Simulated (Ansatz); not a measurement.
Piezoelectric tensor of AlN at 3 GPa (stress–strain coefficients)

Method: Ansatz, DFT LDA, scalar-relativistic, plane waves, PAW. Cutoff 420 eV, 10×10×10 k-points (Γ-centred), fixed occupations. No spin polarisation.

The cell, relaxed at 3 GPa:
```yaml
crystal:
  lattice:
    - [0.00000, 2.16111, 2.16111]
    - [2.16111, 0.00000, 2.16111]
    - [2.16111, 2.16111, 0.00000]
  atoms:
    - { symbol: Al, position: [0.00000, 0.00000, 0.00000] }
    - { symbol: N, position: [0.75000, 0.75000, 0.75000] }
```

Task: Give the relaxed-ion proper piezoelectric stress tensor e_iJ (C/m², Voigt columns xx yy zz yz xz xy).

Result:
```
x    0.00  0.00  0.00 -0.69  0.00  0.00
y    0.00  0.00  0.00  0.00 -0.69  0.00
z    0.00  0.00  0.00  0.00  0.00 -0.69
```
Signs follow the orientation of the cell as given.

Task: With the elastic constants (GPa, Voigt order)
C11 = 310.7, C12 = 177.7, C13 = 177.7, C22 = 310.7, C23 = 177.7, C33 = 310.7, C44 = 190.4, C55 = 190.4, C66 = 190.4 GPa; the others vanish.
find the strain coefficients d = e·C⁻¹ (pC/N).

Result:
```
x    0.00  0.00  0.00 -3.63  0.00  0.00
y    0.00  0.00  0.00  0.00 -3.63  0.00
z    0.00  0.00  0.00  0.00  0.00 -3.63
```

This zinc-blende form isn't the usual stable structure of the compound at low pressure.

Cost: 1 run of about 0.28 core-minutes, on Intel Xeon Platinum 8559C (Emerald Rapids) (shared hosts).